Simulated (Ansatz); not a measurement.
The relaxed structure here is a generated cell of Ir: the first start was made by a random draw of sites in a space group, and the end was not matched to a known phase here, so it may be hypothetical. Known forms of Ir include space group No. 225.

A relaxed structure of Ir. Space group P6₂22 (No. 180). Level of theory: PBE (plane waves to 420 eV, PAW, scalar-relativistic; Ansatz, a program for electronic structure).

```cif
data_Ir3
_chemical_formula_sum 'Ir3'
_space_group_name_H-M_alt 'P6222'
_space_group_IT_number 180
_space_group_name_Hall 'P 62 2 (0 0 4)'
_cell_length_a 2.72134
_cell_length_b 2.72134
_cell_length_c 6.93952
_cell_angle_alpha 90.000
_cell_angle_beta 90.000
_cell_angle_gamma 120.000
loop_
_atom_site_label
_atom_site_type_symbol
_atom_site_symmetry_multiplicity
_atom_site_Wyckoff_symbol
_atom_site_fract_x
_atom_site_fract_y
_atom_site_fract_z
_atom_site_occupancy
Ir1 Ir 3 c 0.50000 0.00000 0.00000 1
```

| Property | Value |
|---|---|
| Volume per atom | 14.84 Å³ |
| Density | 21.51 g/cm³ |
| Band gap | zero (metallic) |
| Shortest distances | Ir–Ir 2.68 Å |
| k-mesh | 20×20×7 |

No spin polarisation in the result.

The run could not lose the symmetry of its start, so the end can be a saddle point.
